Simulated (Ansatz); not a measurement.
A (211) slab of W (Im-3m (No. 229)), 9 planes, outer planes W (top) and W (bottom), with 9 atoms (W9) in a surface cell of A = 12.186 Å², as cut from the bulk:

```xyz
9
Lattice="2.7318 0.0000 0.0000 0.0000 4.4609 0.0000 0.0000 0.0000 25.3021" Properties=species:S:1:pos:R:3 pbc="T T T"
W     0.9106    2.2305    7.5000
W     1.8212    0.0000    8.7878
W     0.0000    2.2305   10.0755
W     0.9106    0.0000   11.3633
W     1.8212    2.2305   12.6510
W     0.0000    0.0000   13.9388
W     0.9106    2.2305   15.2266
W     1.8212    0.0000   16.5143
W     0.0000    2.2305   17.8021
```

Theory: DFT PBEsol, scalar-relativistic, plane waves, PAW (Ansatz 0.2.0). Plane waves to 420 eV, a k mesh through Γ of 13×8×1 on the computed 9-atom cell and Gaussian smearing (0.10 eV); no spin polarisation. The cell repeats along c with a dipole correction in the vacuum.

Against the same 9 atoms in the bulk, the slab as cut lies 6.226 eV higher and the relaxed slab 5.813 eV higher.

Q: Work out the surface energy before and after relaxation.

A: The slab has two faces, so γ = (E_slab − N·E_bulk)/(2A), the mean of both. As cut: 6.226/(2 × 12.186) = 0.2555 eV/Å², and 1 eV/Å² = 16.02 J/m², so γ = 4.09 J/m². Relaxed: 5.813/(2 × 12.186) = 0.2385 eV/Å² = 3.82 J/m². Relaxation recovers 7 % of the cost of cutting.

Q: What is the ideal work of this cut, per area?

A: Griffith's ideal work is 2γ: 8.18 J/m² if the new faces stay rigid, 7.64 J/m² if they relax. One thickness was run, 9 planes, so γ can still shift with it.